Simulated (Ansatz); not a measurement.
## Profile along the Ag–Ag line in Ag (fcc, Cu type)

Ag (fcc, Cu type)

Space group Fm-3m (No. 225); a = b = c = 4.0548 Å, α = β = γ = 90.00°

```tsv
atom	site	symmetry	x	y	z
Ag	4a	m-3m	0.0000	0.0000	0.0000
```
(The calculation used a cell of 1 atom; values per cell refer to that cell.)

Fields along a shortest Ag–Ag line of a {111} plane (2.87 Å), from Ag to Ag, interpolated on the slice's grid (step about 0.2 Å). Level of theory: PBEsol (plane waves to 420 eV, PAW, scalar-relativistic; Ansatz, a first-principles code). k mesh 20×20×20. These are valence fields of a PAW run, semicore shells included where kept as valence: close to a nucleus they are smooth pseudo fields. Ag was relaxed with its symmetry unable to fall. The PAW data are Ansatz's earlier set.

| distance from Ag (Å) | valence electron density (e/Å³) | electron localisation function |
|---|---|---|
| 0.00 | 23.24 | x |
| 0.29 | 16.54 | x |
| 0.57 | 6.27 | 0.50 |
| 0.86 | 1.36 | 0.35 |
| 1.15 | 0.36 | 0.19 |
| 1.44 | 0.23 | 0.17 |
| 1.72 | 0.36 | 0.19 |
| 2.01 | 1.36 | 0.35 |
| 2.30 | 6.27 | 0.50 |
| 2.58 | 16.54 | x |
| 2.87 | 23.24 | x |

x: too close to a nucleus for the ELF to mean much.

Density on the Ag–Ag line (2.87 Å) at its midpoint: 0.23 e/Å³. ELF at that point: 0.17.
